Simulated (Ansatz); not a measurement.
This run works on a proposed trial structure, not on a known crystal.

Input and command of a plane-wave DFT calculation in Ansatz:

```yaml
crystal:
  lattice:
    - [4.3829569172, -0.0021435576, -0.0127884932]
    - [0.0045194465, 7.9794350755, 0.2060623779]
    - [0.025471881, 2.2541069611, 8.0569744234]
  atoms:
    - { symbol: Sr, position: [0.5000467748, 0.1404234722, 0.198489519] }
    - { symbol: Sr, position: [2.79678e-05, 0.5530123869, 0.1966470207] }
    - { symbol: Sr, position: [0.4999532252, 0.8595765278, 0.801510481] }
    - { symbol: Sr, position: [0.9999720322, 0.4469876131, 0.8033529793] }
    - { symbol: Al, position: [9.8128e-06, 0.841846496, 0.4757175575] }
    - { symbol: Al, position: [0.4999922831, 0.3254046133, 0.5356733814] }
    - { symbol: Al, position: [0.9999901872, 0.158153504, 0.5242824425] }
    - { symbol: Al, position: [0.5000077169, 0.6745953867, 0.4643266186] }
    - { symbol: O, position: [0.9998854416, 0.7103598223, 0.9034806121] }
    - { symbol: O, position: [0.0001145584, 0.2896401777, 0.0965193879] }
basis:
  ecutwfc: 420
kpoints:
  mp_grid: { grid: [8, 4, 4] }
hamiltonian:
  xc: pbe
scf:
  occupations: { method: gaussian, width: 0.1 }
output:
  forces: true
  stress: true
  eigenvalues: true
relax:
  adjacent_minimum: "off"
  f_tol: 0.01
  max_steps: 30
  cell: { stress_tol: 0.1, fix: [volume] }
```

```bash
ansatz run input.yaml --threads 1 --pin off --max-ram 2560MiB --backend cpu --events-out ev --progress --plain --runs-dir out
```

Processor: AMD EPYC 9R45 96-Core Processor (Zen 5), 1 thread, on a host shared with other jobs.

**Question.** Estimate time, memory and problem size.

**Answer.** About 2.7 min, peak memory 0.87 GiB. It solves 42 bands at 68 k points (after reduction by symmetry) with about 5459 plane waves, in 62 SCF iterations over 8 ionic steps.
